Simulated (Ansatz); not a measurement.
Input and command of a plane-wave DFT calculation in Ansatz:

```yaml
crystal:
  lattice:
    - [2.2372192405, 1.2916591307, 9.54533]
    - [-2.2372192405, 1.2916591307, 9.54533]
    - [0.0, -2.5833182615, 9.54533]
  atoms:
    - { symbol: Bi, position: [0.4008, 0.4008, 0.4008] }
    - { symbol: Bi, position: [0.5992, 0.5992, 0.5992] }
    - { symbol: Se, position: [0.0, 0.0, 0.0] }
    - { symbol: Se, position: [0.2117, 0.2117, 0.2117] }
    - { symbol: Se, position: [0.7883, 0.7883, 0.7883] }
basis:
  ecutwfc: 420
kpoints:
  mp_grid: { grid: [12, 12, 12] }
hamiltonian:
  xc: pbesol
scf:
  occupations: { method: gaussian, width: 0.03 }
output:
  forces: true
  stress: true
  eigenvalues: true
```

```bash
ansatz run input.yaml --threads 1 --pin off --max-ram 2560MiB --backend cpu --events-out ev --progress --plain --runs-dir out
```

Processor: AMD EPYC 9R45 96-Core Processor (Zen 5), 1 thread, on a host shared with other jobs.

Question: Estimate time, memory and problem size.

Answer: About 27 s on 1 thread of AMD EPYC 9R45 96-Core Processor (Zen 5), on a shared host, peak memory 1.1 GiB. It solves 47 bands at 189 k points (the mesh reduced by symmetry) with about 3247 plane waves, in 7 SCF iterations.
